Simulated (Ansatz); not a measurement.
YCu5:
Space group P6/mmm (No. 191); a = 4.999 Å, b = 4.999 Å, c = 4.032 Å, α = 90.00°, β = 90.00°, γ = 120.00°

```
atom  site  symmetry       x       y       z
----  ----  --------  ------  ------  ------
Cu      3g       mmm  0.5000  0.5000  0.5000
Cu      2c      -6m2  0.3333  0.6667  0.0000
Y       1a     6/mmm  0.0000  0.0000  0.0000
```

Relaxed at zero pressure with r²SCAN in the plane-wave PAW code Ansatz.

Question: The volume is raised by 3 % and shape and atoms relax at that volume. What pressure results, and how do the axes share the change?

Answer: -3.4 GPa; a 1.1 %, b 1.1 %, c 0.8 %; the energy rises by 5 meV/atom.

Question: Give the new structure.

Answer: 
Space group P6/mmm (No. 191); a = 5.052 Å, b = 5.052 Å, c = 4.066 Å, α = 90.00°, β = 90.00°, γ = 120.00°

```
atom  site  symmetry       x       y       z
----  ----  --------  ------  ------  ------
Cu      3g       mmm  0.5000  0.5000  0.5000
Cu      2c      -6m2  0.3333  0.6667  0.0000
Y       1a     6/mmm  0.0000  0.0000  0.0000
```

The phase is kept; no other phase was compared at this pressure.

The workflow started from an entry of the Crystallography Open Database (COD). Its standing as an ambient phase is unchecked. The r²SCAN relaxation kept the symmetry of its start; whether a distortion lowers the energy is not shown. No spin polarisation was allowed. Axis ratios of metals converge slowly with the k-mesh, so a and c are less sure than the volume.

Potentials: the later of the program's two PAW sets.
